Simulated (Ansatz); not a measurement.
Relaxation of a randomly generated symmetric cell of P (space group No. 194); 2 atoms in the cell, which starts as P6₃/mmc (No. 194), hP2; a = b = 3.4535 Å, c = 3.1351 Å, α = β = 90.00°, γ = 120.00°. All values below come from r2SCAN (plane waves to 500 eV, PAW, scalar-relativistic; Ansatz, an electronic-structure program). Γ-centred k-mesh 8×8×7 on the run's cell (coarser than for final values), Fermi–Dirac smearing 0.05 eV. This is the first round of the run. 

The optimiser's lines from the output (shortened; P is positive under compression):

```
relax step   1: F+E_penalty+E_count = -1517.20717121 eV  Δ(F+E_penalty+E_count) = +0.000e0 eV  max|allowed force component| = 6.939e-17 eV/Å  Δτ_max = 0.0000 Å  P = -2.940 GPa  Ω = 32.381 Å³  (6 SCF iters, dr2 threshold 1.00e-7 eV, accepted)
relax step   2: F+E_penalty+E_count = -1517.30693202 eV  Δ(F+E_penalty+E_count) = -9.976e-2 eV  max|allowed force component| = 6.014e-17 eV/Å  Δτ_max = 0.0000 Å  P = -3.444 GPa  Ω = 31.390 Å³  (4 SCF iters, dr2 threshold 2.00e-7 eV, accepted)
relax step   3: F+E_penalty+E_count = -1517.32350728 eV  Δ(F+E_penalty+E_count) = -1.658e-2 eV  max|allowed force component| = 6.476e-17 eV/Å  Δτ_max = 0.0000 Å  P = -1.169 GPa  Ω = 30.557 Å³  (5 SCF iters, dr2 threshold 2.00e-7 eV, accepted)
relax step   4: F+E_penalty+E_count = -1517.32541472 eV  Δ(F+E_penalty+E_count) = -1.907e-3 eV  max|allowed force component| = 2.313e-17 eV/Å  Δτ_max = 0.0000 Å  P = +0.121 GPa  Ω = 30.159 Å³  (4 SCF iters, dr2 threshold 2.00e-7 eV, accepted)
relax step   5: F+E_penalty+E_count = -1517.32555387 eV  Δ(F+E_penalty+E_count) = -1.392e-4 eV  max|allowed force component| = 2.776e-17 eV/Å  Δτ_max = 0.0000 Å  P = +0.022 GPa  Ω = 30.176 Å³  (3 SCF iters, dr2 threshold 2.00e-7 eV, accepted)
relax step   6: F+E_penalty+E_count = -1517.32555753 eV  Δ(F+E_penalty+E_count) = -3.663e-6 eV  max|allowed force component| = 1.850e-16 eV/Å  Δτ_max = 0.0000 Å  P = +0.000 GPa  Ω = 30.185 Å³  (3 SCF iters, dr2 threshold 1.73e-8 eV, accepted)
relax step   7: F+E_penalty+E_count = -1517.32530063 eV  Δ(F+E_penalty+E_count) = +2.569e-4 eV  max|allowed force component| = 1.712e-16 eV/Å  Δτ_max = 0.0000 Å  P = -0.002 GPa  Ω = 30.185 Å³  stress off target by 3.12e-3 GPa  SCF on the basis re-selected at this cell (its energy is not comparable with the rows above)  (4 SCF iters)
```

From the first to the last row the energy changes by -0.06 eV/atom and the volume by -6.8 %. The last row is marked as not comparable with the walk above it, whose basis was carried along; it does compare with step 1, since both stand on a basis selected at the nominal cutoff for their own cell.

Later rounds, restarted from the end of this one on a renewed k-mesh, logged 6 more steps and released under 0.01 eV/atom more. The final structure after all rounds: P6₃/mmc (No. 194), hP2; a = b = 3.2990 Å, c = 3.2009 Å, α = β = 90.00°, γ = 120.00°. Between re-selections the logged energies stand on a plane-wave basis carried along with the cell. No spin polarisation in the result.

The run could not lose the symmetry of its start, so the end can be a saddle point.

All atoms sit on sites fixed by symmetry, so only the cell could relax.

The relaxed structure here is a generated cell of P: the first start was made by a random draw of sites in a space group, and the end was not matched to a known phase here, so it may be hypothetical. Known forms of P include space group No. 64.
